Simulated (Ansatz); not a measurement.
# Vibrations of Pd (Fm-3m) by finite displacements

```
CELL_PARAMETERS angstrom
0.00000 1.93760 1.93760
1.93760 0.00000 1.93760
1.93760 1.93760 0.00000
ATOMIC_POSITIONS crystal
Pd 0.00000 0.00000 0.00000
```

Computed, not measured; unless marked otherwise by PBEsol, PAW on Ansatz 0.2.0's default frozen-core files (fitted under PBE), scalar-relativistic. k mesh 20×20×20, Fermi-Dirac smearing of 0.050 eV, cutoff 420 eV. The cell was relaxed by PAW under this functional.

Atoms are displaced by 0.0025 Å in the smallest supercells that hold the wave vectors of a 4×4×4 mesh. Negative values stand for unstable modes.

(1) What are the phonon energies at the solved wave vectors, in cm⁻¹?

(2) Is the structure dynamically stable at these wave vectors?

(3) The cell is scaled evenly to 14.330 and 14.767 Å³ (from 14.549), with free atoms relaxed and the shape held. What are the mode Grüneisen parameters γ = −d ln ω/d ln V?

## Answers

(1) 

| q | point | modes (cm⁻¹) |
| --- | --- | --- |
| 0.250 0.000 0.000 | – | 71.1 (×2), 165.7 |
| 0.500 0.000 0.000 | L | 115.3 (×2), 235.3 |
| 0.250 0.250 0.000 | – | 107.5 (×2), 163.2 |
| 0.500 0.250 0.000 | – | 136.1, 151.4, 215.3 |
| -0.250 0.250 0.000 | – | 99.4, 151.0, 200.7 |
| 0.500 0.500 0.000 | X | 160.2 (×2), 228.0 |
| -0.250 0.500 0.250 | W | 149.5, 192.5 (×2) |

(2) Yes, no mode is unstable there; wave vectors off this mesh aren't tested.

(3) For the highest mode, 244.3 cm⁻¹ in the small cell and 226.5 in the large one give γ ≈ 2.52. From the change of the dynamical matrix on each mode:

| point | cm⁻¹ | γ |
| --- | --- | --- |
| 0.25/0/0 | 71.1 | 2.16 |
| 0.25/0/0 | 165.7 | 2.54 |
| L | 115.3 | 1.95 |
| L | 235.3 | 2.52 |
| 0.25/0.25/0 | 107.5 | 2.32 |
| 0.25/0.25/0 | 163.2 | 2.52 |
| 0.5/0.25/0 | 136.1 | 2.24 |
| 0.5/0.25/0 | 151.4 | 2.48 |
| 0.5/0.25/0 | 215.3 | 2.52 |
| -0.25/0.25/0 | 99.4 | 2.17 |
| -0.25/0.25/0 | 151.0 | 2.56 |
| -0.25/0.25/0 | 200.7 | 2.50 |
| X | 160.2 | 2.26 |
| X | 228.0 | 2.52 |
| W | 149.5 | 2.49 |
| W | 192.5 | 2.51 |

Weighted by the modes' heat capacities at 300 K, the mean on this mesh is 2.38; it moves with the q mesh, and a coarse one overweights the zone boundary.

Keep in mind: frozen-core PAW files fitted under PBE, their cores solved anew for the functional of the run; responses of metals move with mesh and smearing.
